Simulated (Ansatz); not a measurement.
Property card for BeRh

BeRh:
```yaml
crystal:
  lattice:
    - [2.75266, 0.00000, 0.00000]
    - [0.00000, 2.75266, 0.00000]
    - [0.00000, 0.00000, 2.75266]
  atoms:
    - { symbol: Be, position: [0.00000, 0.00000, 0.00000] }
    - { symbol: Rh, position: [0.50000, 0.50000, 0.50000] }
```

Space group Pm-3m (No. 221), CsCl type; conventional cell a = b = c = 2.7527 Å, α = β = γ = 90.00°.

Method: the program Ansatz at the PBEsol level (PAW). Structure relaxed to zero pressure with the same functional. Other levels are named where they apply.

### Cell and energy

- Volume per atom: 10.43 Å³
- Density: 8.91 g/cm³
- Formation energy from the elements (no fitted shifts): -0.61 eV/atom

### Electronic structure

- Electronic character = metallic (no gap)
- Density of states at the Fermi level = 0.67 states/eV per atom (mean over ±0.08 eV)
- Gap with spin–orbit coupling = none (metallic)

### Mechanics

Bulk modulus (Birch–Murnaghan fit): 228 GPa
Pressure derivative B′: 4.5
Elastic constants (relaxed ions, GPa): C11 = 409, C12 = 138, C44 = 106
Mechanical stability: stable (all eigenvalues of C positive)
Hill bulk and shear moduli: 229 and 117 GPa
Young's modulus: 300 GPa
Poisson's ratio: 0.28
Debye temperature from the elastic constants: 550 K

### Phonons

* **Highest zone-centre frequency**: 54.2 meV
* **Zone-centre stability**: no imaginary mode at Γ

The first step of the workflow began from a Materials Project structure, measured or hypothetical; the Crystallography Open Database copy checked does not list it. With Be and Rh taken as one species the cell has the higher symmetry Im-3m, so it may be an ordered model of a mixed-site phase. Its standing as an ambient phase is unchecked. The PBEsol relaxation kept the symmetry of its start. No spin polarisation was allowed. As this level gives no gap, shear constants depend on the k-mesh and smearing (Fermi–Dirac, 0.1 eV here). As this level gives no gap, phonon frequencies hold no LO–TO term and depend on the k-mesh and smearing (Fermi–Dirac, 0.1 eV here). The references are the lowest solids computed at this level, not always the standard phases. Scalar-relativistic: spin–orbit coupling is off unless named, which matters more the heavier the elements.

Potentials: the later of the program's two PAW sets.
